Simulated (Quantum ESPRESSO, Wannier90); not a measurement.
# Wannier functions of ZrIr3 (Cu3Au type)

```xyz
4
Lattice="3.9597 0.0000 0.0000 0.0000 3.9597 0.0000 0.0000 0.0000 3.9597" Properties=species:S:1:pos:R:3 pbc="T T T"
Zr     0.0000     0.0000     0.0000
Ir     1.9798     1.9798     0.0000
Ir     0.0000     1.9798     1.9798
Ir     1.9798     0.0000     1.9798
```

Cell from Materials Project (mp-1438), symmetrised, no further relaxation. COD (Crystallography Open Database) has an entry of this formula and space group (matched by these alone). Computed values, not measurements, from LDA: Quantum ESPRESSO (norm-conserving PseudoDojo potentials, cutoff 56 Ry, no spin polarisation, no spin-orbit coupling) on a Γ-centred 4×4×4 mesh, then Wannier90. Density: 10×10×10 mesh, cold smearing 0.01 Ry. Spin-orbit coupling is left out although heavy elements are present.

A tight-binding model is made by disentanglement and projection with no localisation steps (num_iter = 0), so the 36 orbitals stay atom-like: hydrogen-like Zr: s;p;d; Ir: s;p;d, axes along x, y, z; frozen window up to 1.50 eV relative to the Fermi level. It follows pw.x to 25 meV rms for states up to 1.0 eV relative to the Fermi level. Matrix elements depend on this choice of orbitals and windows.

### Question
What are the on-site energies relative to the Fermi level, and how fast do the hoppings decay?

### Answer
```tsv
atom	orbitals	energy (eV)
Zr1	s	11.45
Zr1	pz px py	17.10
Zr1	dz2 dx2-y2	3.44
Zr1	dxz dyz dxy	3.73
Ir2	s	4.54
Ir2	pz	12.76
Ir2	px py	12.22
Ir2	dz2	-1.49
Ir2	dxz dyz dxy	-1.58
Ir2	dx2-y2	-1.62
Ir3	s	4.54
Ir3	pz py	12.22
Ir3	px	12.76
Ir3	dz2 dxz dyz dxy	-1.59
Ir3	dx2-y2	-1.52
Ir4	s	4.55
Ir4	pz px	12.22
Ir4	py	12.76
Ir4	dz2 dxz dyz dxy	-1.59
Ir4	dx2-y2	-1.52
```

```
distance of the centres (Å)  largest modulus (eV)
---------------------------  --------------------
2–3                                           1.9
3–4                                          0.17
4–5                                          0.19
5–6                                          0.25
6–7                                          0.12
```
